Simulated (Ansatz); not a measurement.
# Run record: bands, slopes and optics on a fine k mesh of ScPd (Pm-3m)

Method: PBEsol, PAW on Ansatz 0.2.0's default frozen-core files (fitted under PBE), scalar-relativistic.

The cell comes from a PAW relaxation under the same functional.

Command line:

```sh
ansatz run input.yaml --threads 1 --pin off --max-ram 3072MiB --backend cpu --events-out ev --progress --plain --runs-dir out
```

input.yaml:

```yaml
crystal:
  lattice:
    - [3.26783509631, 0.0, 0.0]
    - [0.0, 3.26783509631, 0.0]
    - [0.0, 0.0, 3.26783509631]
  atoms:
    - { symbol: Sc, position: [0.5, 0.5, 0.5] }
    - { symbol: Pd, position: [0.0, 0.0, 0.0] }
kpoints:
  mp_grid: { grid: [12, 12, 12] }
scf:
  occupations: { method: fermi_dirac, width: 0.05 }
hamiltonian:
  xc: pbesol
  pseudopotentials: { kind: paw }
output:
  forces: true
  stress: true
  eigenvalues: true
  eigenstates:
    nscf_kmesh: { grid: [16, 16, 16] }
    de_dk: true
    e_range: [-14, 14]
  optics:
    e_range: [0, 30]
    de: 0.2
    sigma: 0.25
    bands: { spectra_wanted_up_to: 30 }
    nscf_kmesh: { grid: [16, 16, 16] }
    drude_damping: 0.1
checkpoint:
  write: ck
  write_wavefunctions: false
```

Output:

```
Warning: RAYON_NUM_THREADS=1 ignored (pool sized by the plan → 1); use --threads N
Engine: ansatz 0.2.0, aarch64-unknown-linux-gnu
Pseudopotentials: kind: paw
Pseudopotential: Sc, paw, valence charge 11, recommended cutoff 420 eV (normal), Sc.paw.azcp
Pseudopotential: Pd, paw, valence charge 18, recommended cutoff 420 eV (normal), Pd.paw.azcp
Functional definition: PBEsol
  exchange = pbesol_x
  correlation = pbesol_c
Crystal: 2 atoms, lattice volume = 34.896 Å³
Basis set: ecut = 420 eV, 691 PW (Γ), exchange–correlation on 48×48×48 points (8 copies of the dense FFT grid, shifted against one another)
Bands: 19, of which v1, the nominal top of the filled ones, is band 15 counted from 1 (14 counted from 0)
Symmetry: 48 space group operations
Space group: Pm-3m (ITA 221), of the structure as read, at distance tolerance 3.3e-5 Å
k-points: 84 of 1728
Non-local potential: Sc, projectors of the file, l = 0: 3, l = 1: 2, l = 2: 3, l = 3: 1
Non-local potential: Pd, projectors of the file, l = 0: 2, l = 1: 2, l = 2: 2, l = 3: 1
PAW form: soft (Blöchl's): semilocal exchange-correlation on the pseudo side does not see the compensation charge
[... 24 lines left out ...]
E sigma→0 (E₀):  -9019.809791 eV
Entropy (-TS):   -0.011835 eV (-5.917 meV/atom)
Fermi energy:    15.620138 eV
--- Per-component energies (eV) ---
  E_band       = -332.151541
  E_kinetic    = 776.983400
  E_local      = -2831.621830  (includes V_loc(G=0)·N_el)
  E_nonlocal   = 300.156161
  E_hartree    = 1104.778990
  E_xc         = -272.839198
  E_vxc        = -342.108704  (∫ρ·V_xc dr)
  E_paw        = -4616.213669  (= ΣΔE_a)
  E_vpaw       = -445.118852  (= ΣTr[D̂ρ^β])
  E_aug_tail   = 0.000212  (compensation charges beyond the density's cutoff)
  E_ewald      = -3481.479489
  E_core_change = 0.431549  (= ΣΔE_core)
  E_smearing   = -0.011835  (= −TS)
  E_closure    = 0.000000  (closes the sum)
  Σ components = -9019.815709   (vs F -9019.815709, Δ=0.00e0)
--- Forces (eV/Å), atoms counted from 1 ---
  atom   1  Sc     0.00000000     0.00000000     0.00000000
  atom   2  Pd    -0.00000000    -0.00000000     0.00000000
  max |Σ_I F_I| component: 6.48e-29 eV/Å
--- Stress (GPa, compression-positive) ---
        0.003381      -0.000000       0.000000
       -0.000000       0.003381       0.000000
        0.000000       0.000000       0.003381
  P = ⅓ Tr σ = 0.0034 GPa (0.034 kbar)
--- Fermi surface from the table of eigenstates, both spin states counted (twice the sheets' area in a run without spin) ---
  How far the three rows differ hints at the mesh's error and does not bound it.
  reading                E - E_F (eV)   area (Å⁻²)  resistivity times mean free path along x, y, z (Ω·m²), under one mean free path over the surface
  by tetrahedra                0.0396       40.007  7.6414e-16  7.6414e-16  7.6414e-16
  by the states' slopes        0.0431       38.977  7.8434e-16  7.8434e-16  7.8434e-16
  on every second point        0.0253       39.572  7.7255e-16  7.7255e-16  7.7255e-16
```

Self-consistency was reached.

Head of eigenstates.tsv:

```
# spin	ik	k_frac_1	k_frac_2	k_frac_3	k_cart_x_inv_ang	k_cart_y_inv_ang	k_cart_z_inv_ang	n_plane_waves	band	set	set_size	e_ev	residual_ev	de_dk_x_ev_times_ang	de_dk_y_ev_t
# format = ansatz-eigenstates/6
# source = nscf_kmesh_points
# nscf_kmesh_grid = 16 16 16
# nscf_kmesh_shift = 0 0 0
# n_kpoints = 165
# n_rows = 1811
# fermi_ev = 1.5620138477830103e1
# fermi_mp_grid = 12 12 12
# fermi_mp_shift = 0 0 0
# fermi_n_kpoints = 84
# fermi_n_bands = 19
# fermi_largest_filled_residual_ev = 7.615088273976832e-6
# n_electrons = 2.9e1
# occupation_method = fermi_dirac
# smearing_width_ev = 5e-2
# xc_rung = gga
# e_minus_fermi_range_ev = -1.4e1 1.4e1
# overlap = augmented
# smooth_dims = 24 24 24
# scf_smooth_dims = 24 24 24
# fft_grid_basis = 1 0 0 0 1 0 0 0 1
# xc_grid = 2
# n_bands_solved = 22
# n_bands_printed_max = 19
# set_resolution_ev = 2.68069429360184e-6
# degenerate_levels = group_imposed
```

### Optical peaks

Independent-particle optical response of a crystal from Kohn-Sham bands on the fine mesh with a Drude term, no local fields or excitons; Cartesian axes as in the input; a zero of eps1 gives a sharp plasmon only where eps2 is small.

| Property | Result |
| --- | --- |
| Fine mesh | 16, 16, 16 |
| Window top | 30 eV |
| Line width | 0.25 eV |
| Drude damping | 0.1 eV |
| ε₁ rises through zero at x | 2.35, 10.49 eV |
| ε₂ there x | 5, 1.04 |
| Plasma energy (x, y, z) | 6.629, 6.629, 6.629 eV |
| Reflectivity at 1 eV, x-polarised | 0.8357 |
| Reflectivity at 2 eV, x-polarised | 0.5248 |
| Reflectivity at 3 eV, x-polarised | 0.257 |

### Fermi surface

Fermi surface of a crystal from Kohn-Sham levels and slopes on the fine mesh, each state quadratic over its cell; bands counted from the lowest that crosses.

- Fine mesh: 16, 16, 16
- Density of states at fermi level: 0.6848 states/eV/atom
- Sommerfeld coefficient: 1.614 mJ/(mol-atom K²)
- Plasma energy (x, y, z): 6.96, 6.96, 6.96 eV
- Fermi speed weighted by states: 0.6519 ×10⁶ m/s
- Fermi surface area mean of spins: 20.89 Å⁻²
- By tetrahedra resistivity times free path: 7.641, 7.641, 7.641 ×10⁻¹⁶ Ω·m²
- Conductivity over time (x, y, z): 9.901, 9.901, 9.901 ×10²⁰ Ω⁻¹m⁻¹s⁻¹

```tsv
band	filled part	states (states/eV/cell)	speed (×10⁶ m/s)	area (Å⁻²)
1	0.43	0.955	0.7611	17
2	0.07	0.4148	0.4004	3.885
```

### Dielectric function

```
Fine mesh     : 16, 16, 16
Line width    : 0.25 eV
Drude damping : 0.1 eV
```

```tsv
photon energy (eV)	dielectric real xx	dielectric imag xx
1.8	-6.745	7.003
3.6	7.517	8.428
5.4	-4.136	8.389
7.2	-2.847	4.148
9	-1.542	1.708
10.8	0.187	1.143
12.6	0.323	1.203
14.4	0.578	1.154
16.2	1.016	1.071
18	0.712	1.211
19.8	0.6	1.048
21.6	0.641	0.642
23.4	0.948	0.6
25.2	1.137	0.636
27	1.437	0.513
28.8	2.338	1.959
```

Limits of these numbers: frozen-core PAW files fitted under PBE, their cores solved anew for the functional of the run; these sums move with the mesh, by several per cent and more for small sheets.

Cost: 100 s on 1 thread of Arm Neoverse V2, with other jobs on the host, peak memory 1 GiB.
